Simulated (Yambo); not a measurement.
Yambo run on TiNCl (space group Pmmn, No. 59). The wavefunctions are PBEsol (pw.x of Quantum ESPRESSO, ONCV potentials, scalar-relativistic) ones on a 4×4×1 mesh (24 occupied bands); a = 3.249 Å, b = 3.928 Å, c = 7.766 Å, α = 90.00°, β = 90.00°, γ = 90.00°.

Yambo input:

```
rim_cut
gw0
dyson
el_el_corr
HF_and_locXC
ppa
em1d
RandQpts= 1000000
RandGvec= 1 Ry
EXXRLvcs= 84 Ry
VXCRLvcs= 336 Ry
Chimod= "HARTREE"
% BndsRnXp
 3 | 155 |
%
NGsBlkXp= 7 Ry
% LongDrXp
 1.0 | 1.0 | 1.0 |
%
PPAPntXp= 27.2114 eV
% GbndRnge
 1 | 63 |
%
GTermKind= "BG"
DysSolver= "n"
ExtendOut
% QPkrange
 1 | 1 | 24 | 25 |
%
```

k points by index: 1 = Γ.

The o-*.qp file then holds:

```
#    K-point    Band    Eo [eV]    E [eV]    E-Eo [eV]    Vxc [eV]    Vnlxc [eV]    Sc|Eo [eV]    Sc|E [eV]    dSc/dw|Eo [eV]    Re(Z)    Im(Z)
#
    1    24    0.000000    0.341082    0.341082    -18.44111    -20.47377    2.476343    2.373736    -8.188007    0.768694    -0.001484
    1    25    0.570694    1.594623    1.023929    -19.15143    -12.09572    -5.725346    -6.031783    -8.142281    0.769687    -0.001679
```
(The two width columns are left out.) Convergence of these settings isn't established.

Geometry relaxed with PBE+D3(BJ).
